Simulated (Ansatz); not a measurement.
**How much do the gradients of BaSrCeTiO6 depend on the method?**

Cell: a computed structure from the Materials Project (it need not be an observed phase), taken as it stands.

```cif
data_BaSrCeTiO6
_symmetry_space_group_name_H-M 'P-1'
_symmetry_Int_Tables_number 2
_cell_length_a 5.8970
_cell_length_b 5.9141
_cell_length_c 8.3213
_cell_angle_alpha 89.737
_cell_angle_beta 89.676
_cell_angle_gamma 89.879
loop_
_atom_site_label
_atom_site_type_symbol
_atom_site_symmetry_multiplicity
_atom_site_Wyckoff_symbol
_atom_site_fract_x
_atom_site_fract_y
_atom_site_fract_z
Ba Ba 2 i 0.5091 0.5036 0.7506
Sr Sr 2 i 0.0177 0.9976 0.7482
Ce5 Ce 1 d 0.5000 0.0000 0.0000
Ce6 Ce 1 g 0.0000 0.5000 0.5000
Ti7 Ti 1 c 0.0000 0.5000 0.0000
Ti8 Ti 1 f 0.5000 0.0000 0.5000
O9 O 2 i 0.2164 0.2469 0.0371
O10 O 2 i 0.7189 0.2512 0.4820
O13 O 2 i 0.7515 0.2784 0.0210
O14 O 2 i 0.2399 0.2103 0.4649
O17 O 2 i 0.0124 0.4386 0.7653
O18 O 2 i 0.4711 0.0440 0.7346
```

One atom of each set is listed.

First run. Method: Kohn–Sham DFT in Ansatz, PBE, plane waves and PAW, scalar-relativistic, 420 eV cutoff, Γ-centred 4×4×3 k-points, Fermi–Dirac smearing 0.02 eV.

```csv
site,V_zz (10²¹ V/m²),η
Ba,-3.21,0.71
Sr,-4.21,0.34
Ce5,-4.68,0.83
Ce6,-5.26,0.83
Ti7,-1.03,0.28
Ti8,-0.99,0.91
O9,0.50,0.41
O10,0.47,0.71
O13,0.52,0.40
O14,-0.55,0.73
O17,-0.51,0.60
O18,-0.54,0.75
```

Second run. The same atoms and settings, except that the functional is r2SCAN and the cutoff is 500 eV.

Problem. What does the second run give?

Solution. 

```tsv
site	V_zz	η	change of V_zz
Ba	-3.38	0.70	-0.17
Sr	-4.37	0.35	-0.16
Ce5	-4.65	0.88	+0.03
Ce6	-5.44	0.83	-0.18
Ti7	-1.04	0.29	-0.01
Ti8	-0.97	0.96	+0.02
O9	0.59	0.19	+0.09
O10	-0.47	0.73	–
O13	-0.46	0.98	–
O14	0.59	0.89	–
O17	0.55	0.93	–
O18	-0.67	0.56	-0.13
```

The largest change of V_zz along a kept axis is on Ce6, from -5.26 to -5.44. In per cent, |V_zz| changes by +5 on Ba, +4 on Sr, -1 to +3 on Ce, -3 to +1 on Ti, +25 on O (all sites that start above 0.5, bar those whose gradient vanishes or changes sign or whose main axis turns by over 40°). Where |V_zz| stays above 0.1 and the axes keep their order, η moves most on O9, from 0.41 to 0.19. On O14, O13, O17, O10 the largest principal value lies along another axis in the second run, so the two V_zz can't be compared directly.

Without spin–orbit coupling the gradients at and beside Ce can be off by some per cent, at some sites by more.
